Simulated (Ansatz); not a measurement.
Input:

Zr3As:
```
Zr3As
1.0
   11.02114     0.00000     0.00000
    0.00000    11.02114     0.00000
    0.00000     0.00000     5.47156
Zr As
24 8
Direct
  0.58330   0.89456   0.03755
  0.60544   0.08330   0.53755
  0.41670   0.10544   0.03755
  0.39456   0.91670   0.53755
  0.91670   0.60544   0.46245
  0.89456   0.41670   0.96245
  0.08330   0.39456   0.46245
  0.10544   0.58330   0.96245
  0.02664   0.86062   0.71615
  0.63938   0.52664   0.21615
  0.97336   0.13938   0.71615
  0.36062   0.47336   0.21615
  0.47336   0.63938   0.78385
  0.86062   0.97336   0.28385
  0.52664   0.36062   0.78385
  0.13938   0.02664   0.28385
  0.18124   0.28470   0.98844
  0.21530   0.68124   0.48844
  0.81876   0.71530   0.98844
  0.78470   0.31876   0.48844
  0.31876   0.21530   0.51156
  0.28470   0.81876   0.01156
  0.68124   0.78470   0.51156
  0.71530   0.18124   0.01156
  0.04034   0.79438   0.21115
  0.70562   0.54034   0.71115
  0.95966   0.20562   0.21115
  0.29438   0.45966   0.71115
  0.45966   0.70562   0.28885
  0.79438   0.95966   0.78885
  0.54034   0.29438   0.28885
  0.20562   0.04034   0.78885
```

This is the r²SCAN-relaxed structure.

Question: All from DFT-r²SCAN in the program Ansatz with PAW potentials, unless another level is named. Give the electronic character.

Answer: metallic (no gap).

Question: And the density of states at the Fermi level?

Answer: 0.69 states/eV per atom (mean over ±0.08 eV).

Space group P4_2/n. The workflow started from a Materials Project entry (that database holds measured and hypothetical structures alike); the Crystallography Open Database copy checked does not list it. Its standing as an ambient phase is unchecked. The r²SCAN relaxation kept the symmetry of its start; whether a distortion lowers the energy is not shown. The run is not spin-polarised. Spin–orbit coupling is left out wherever it is not named.

Potentials: the later of the program's two PAW sets.
